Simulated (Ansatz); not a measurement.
AlCr₂C:
```xyz
8
Lattice="2.7911 0.0000 0.0000 -1.3955 2.4171 0.0000 0.0000 0.0000 12.4732" Properties=species:S:1:pos:R:3 pbc="T T T"
Al     1.3955     0.8057     3.1183
Al     0.0000     1.6114     9.3549
Cr     0.0000     1.6114     5.1811
Cr     1.3955     0.8057     7.2921
Cr     1.3955     0.8057    11.4177
Cr     0.0000     1.6114     1.0555
C      0.0000     0.0000     6.2366
C      0.0000     0.0000     0.0000
```

Relaxed with LDA. Special points in fractions of this cell's reciprocal vectors: Γ (0.000, 0.000, 0.000); M (0.500, 0.000, 0.000); K (0.333, 0.333, 0.000); A (0.000, 0.000, 0.500); L (0.500, 0.000, 0.500); H (0.333, 0.333, 0.500).

### Question
List the band energies nearest the Fermi level at these points for LDA (plane waves, PAW; program Ansatz).

### Answer
In eV from the Fermi level; about four levels below and three above (degenerate sets whole), none deeper than 8.9 eV; points with the same levels are listed once.

```csv
k,below,above
Γ,-0.23 -0.23 -0.20 -0.20,0.61 0.61 0.66 0.66
M,-3.34 -3.28 -2.09 -2.04,0.12 0.32 0.43
K,-2.28 -2.28 -2.05 -0.88,0.37 0.37 0.74 0.74
A,-0.21 -0.21 -0.21 -0.21,0.64 0.64 0.64 0.64
L,-3.29 -3.29 -2.06 -2.06,0.28 0.28 0.38 0.38
H,-2.13 -2.13 -1.40 -1.40,0.30 0.30 0.84 0.84
```

Space group P6_3/mmc. Symmetry was held in the LDA relaxation; of distortions, only those at the zone centre were tested. The run is not spin-polarised.

Potentials: the later of the program's two PAW sets.
